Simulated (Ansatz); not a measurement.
WI2O2:
```
WI2O2
1.0
   -1.90981     1.90981     9.22700
    1.90981    -1.90981     9.22700
    1.90981     1.90981    -9.22700
W I O
1 2 2
Direct
  0.00000   0.00000   0.00000
  0.14764   0.14764   0.00000
  0.85236   0.85236   0.00000
  0.50000   0.00000   0.50000
  0.00000   0.50000   0.50000
```

Relaxed with PBE. Special points in fractions of this cell's reciprocal vectors: Γ (0.000, 0.000, 0.000); X (0.000, 0.000, 0.500); P (0.250, 0.250, 0.250); N (0.000, 0.500, 0.000); M (0.500, 0.500, -0.500); S (0.261, 0.739, -0.261); S0 (-0.261, 0.261, 0.261); R (-0.021, 0.021, 0.500); G (0.500, 0.500, -0.021).

Q: List the band energies nearest the Fermi level at these points for DFT-PBE in the program Ansatz with PAW potentials.

A: In eV from the Fermi level; about four levels below and three above (degenerate sets whole), none deeper than 8.9 eV; points with the same levels are listed once.

| k | below | above |
|---|---|---|
| Γ | -1.23 -0.42 -0.19 -0.19 | 0.68 0.68 2.14 |
| X | -2.09 -1.84 -1.83 -1.57 | 2.78 2.81 3.62 |
| P | -1.94 -1.94 -1.83 -1.57 | 2.80 2.80 3.61 |
| N | -2.81 -2.40 -1.56 -1.37 | 0.06 0.97 2.72 |
| M | -1.53 -1.53 -0.42 -0.32 -0.32 | 0.81 0.81 3.00 |
| S | -2.77 -2.46 -1.55 -1.37 | 0.05 0.98 2.73 |
| R | -2.10 -1.84 -1.81 -1.58 | 2.77 2.80 3.62 |

Space group I4/mmm. The workflow started from an entry of the Crystallography Open Database (COD); the relaxed space group is not among those it files for this formula. COD files the formula under space group No. 71, so this cell is another polymorph or a model. Whether it is the stable phase at ambient conditions was not checked. The PBE relaxation kept the symmetry of its start; its stability against distortions is not shown here. No spin polarisation was allowed. No Hubbard U is applied. A crystal of weakly bound layers computed without a dispersion correction: the cell and the soft elastic constants depend strongly on that. Spin–orbit coupling is left out wherever it is not named.

Potentials: the later of the program's two PAW sets.
